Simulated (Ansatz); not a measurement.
Relaxing a structure of NiGe

The start is a randomly generated symmetric cell of NiGe (space group No. 157). Cell shape, volume and atoms are optimised at zero target pressure with r2SCAN (plane waves to 500 eV, PAW, scalar-relativistic; Ansatz, a first-principles code). The first steps use a coarse 6×6×4 k-mesh.

Starting cell:
```
CELL_PARAMETERS angstrom
      4.93539     0.00000     0.00000
     -2.46770     4.27417     0.00000
      0.00000     0.00000     5.50629
ATOMIC_POSITIONS crystal
  Ge 0.59368 0.00000 0.63394
  Ge 0.00000 0.59368 0.63394
  Ge 0.40632 0.40632 0.63394
  Ge 0.00000 0.00000 0.07366
  Ni 0.28214 0.00000 0.41297
  Ni 0.00000 0.28214 0.41297
  Ni 0.71786 0.71786 0.41297
  Ni 0.00000 0.00000 0.81669
```
Spin-polarised start, with parallel moments on Ni.

How much energy is released per atom?

About 2.2 eV/atom.

How does the volume change?

+39.0 %, from 14.52 to 20.18 Å³/atom.

How do the shortest distances between atoms change?

The closest pairs of elements (up to four, under 3.6 Å), start → end: Ge–Ni 1.41 → 2.20 Å; Ni–Ni 2.41 → 2.49 Å; Ge–Ge 2.59 → 2.91 Å.

What band gap does the relaxed structure have at this level?

No gap (metallic).

What magnetic moments remain?

Zero (the starting moments vanished).

The space group stays P31m (No. 157) (the run could not lower it), with 8 atoms in the primitive cell. Final values are on a 10×10×8 k-mesh of the relaxed cell. The start holds a very short contact (Ge–Ni 1.41 Å). No spin polarisation in the result: the starting moments vanished. A magnetic state may lie lower.

The run could not lose the symmetry of its start: the end is stationary, and may be a saddle point rather than a minimum.

The relaxed structure here is a generated cell of NiGe: the first start was made by a random draw of sites in a space group, and the end was not matched to a known phase here, so it may be hypothetical.
